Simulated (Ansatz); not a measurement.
According to PBEsol (plane waves, PAW; program Ansatz), Sr$_{2}$TaNO$_{3}$ in the tetragonal phase (I4mm; Pearson symbol tI14) relaxes to a = 3.955 Å, c = 13.028 Å. Against the elements it lies at -2.52 eV/atom, with no fitted shifts.

It is gapped at this level: 1.29 eV (indirect). The valence maximum lies at X and the conduction minimum at Γ. Electrons at the band edge weigh 0.30 along x (mₑ).

The relaxed-ion elastic constants in GPa are C11 = 297, C12 = 61.9, C13 = 84.6, C33 = 211, C44 = 66.0, C66 = 72.3. The elastic constants imply a Debye temperature near 457 K. Perturbation theory gives ε∞ = 5.00 (xx = yy), 5.29 (zz). Born charges are Ta +6.65, O -2.98 to -2.83, N -2.85, Sr +2.43 to +2.57 e.

The start of the workflow was typed in or built on a structure type; neither database checked (COD, Materials Project) lists it. Its standing as an ambient phase is unchecked. The PBEsol relaxation kept the symmetry of its start; its stability against distortions is not shown here. The run is not spin-polarised. The references are the lowest solids computed at this level, not always the standard phases (solids in place of the gases). Scalar-relativistic: spin–orbit coupling is off unless named, which matters more the heavier the elements.

Potentials: the earlier of the program's two PAW sets. The files were generated under PBE; for other functionals the program regenerates the frozen cores, and for LDA and PBEsol the local potential too.
